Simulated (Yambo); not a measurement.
LiBH₄ (space group P6_3mc, No. 186), G0W0@LDA in Yambo (3×3×2 mesh, plasmon pole; 8 Ry block, no terminator). The number N of bands in W and G is varied.

| N | x = 1/N | gap Γ → K (eV) | shift of the valence edge (eV) |
|---|---|---|---|
| 59 | 0.01695 | 9.085 | -1.337 |
| 93 | 0.01075 | 9.142 | -1.535 |
| 136 | 0.00735 | 9.206 | -1.675 |
| 179 | 0.00559 | ? | ? |

**Question.** Basis-set arguments suggest E = E∞ + A x. Fix A and E∞ from the two rows above the withheld one, predict the row at 179 bands, and test the form.

**Answer.** Gap: A = (9.206 − (9.142))/(0.00735 − 0.01075) = -18.8, E∞ = 9.344 eV, so 9.239 eV is predicted; the run gave 9.244 eV (miss 5 meV). The first two rows have slope -9.19, so the form doesn't hold yet over the whole range. Shift: A = (-1.675 − (-1.535))/(0.00735 − 0.01075) = 41.2, E∞ = -1.978 eV, so -1.747 eV is predicted; the run gave -1.753 eV (miss 6 meV). The first two rows have slope 31.9, so the form doesn't hold yet over the whole range. The other settings are held fixed.

Geometry of the Materials Project entry, not relaxed at this level; primitive cell a = 4.180 Å, b = 4.180 Å, c = 6.710 Å, α = 90.00°, β = 90.00°, γ = 120.00°.

The structure is a Materials Project entry; no match was found in the copy of COD used, and its stability was not checked.

A shift is the quasiparticle energy of the state minus its LDA energy.
